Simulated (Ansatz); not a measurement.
Starting cell, Hf (hcp, Mg type):

```
CELL_PARAMETERS angstrom
      6.39583     0.00000     0.00000
     -1.59896     2.76947     0.00000
      0.00000     0.00000     5.04735
ATOMIC_POSITIONS crystal
  Hf 0.16667 0.66667 0.75000
  Hf 0.66667 0.66667 0.75000
  Hf 0.33333 0.33333 0.25000
  Hf 0.83333 0.33333 0.25000
```

The atoms are displaced by Q × the pattern below (from a DFPT mode at M = (0.5, 0.0, 0.0), largest move 1; Q in Å), at fixed cell. (q is in reciprocal vectors of the primitive cell; the cell shown is doubled to hold the pattern.)

```tsv
atom	x	y	z
Hf1	-0.866	-0.500	0.000
Hf2	0.866	0.500	0.000
Hf3	-0.866	-0.500	0.000
Hf4	0.866	0.500	0.000
```

The numbers are results of r2SCAN (plane waves to 500 eV, PAW, scalar-relativistic; Ansatz, an electronic-structure program), not measurements. k mesh 17×17×9 (Γ-centred), Fermi-Dirac smearing 0.05 eV. The energy includes the smearing's −TS. With partly filled bands, energies and forces of such displacements shift with the k mesh and the smearing. Hf is run without spin polarisation. Hf was relaxed with its symmetry unable to fall. Spin-orbit coupling is left out, though Hf is heavy. ΔE is measured from the undisplaced structure. The last digit holds for this mesh only.

```tsv
Q (Å)	ΔE (meV/cell)
-0.180	withheld
-0.150	536.8
-0.120	349.9
-0.090	202.3
-0.060	92.3
-0.030	23.4
0.000	0.0
0.030	23.4
0.060	92.3
0.090	202.3
0.120	349.9
0.150	536.8
0.180	withheld
```

Q: Fit an even polynomial form (powers 2, 4, 6) to the given rows and predict ΔE at Q = -0.180.

A: Least squares on the 11 given rows: ΔE = (26270)·Q² + (-189200)·Q⁴ + (3651000)·Q⁶, in meV/cell with Q in Å; root-mean-square residual 0.06 meV/cell. At -0.180 the fit gives 776.7 meV/cell; the calculation gives 767.2 meV/cell, so the extrapolation is off by 9.5 (+1.2 %). The quadratic term alone would give 851.1 meV/cell.

(For displaced atoms, the force is minus the slope of the energy, and its curvature is a force constant, which sets phonon frequencies.)
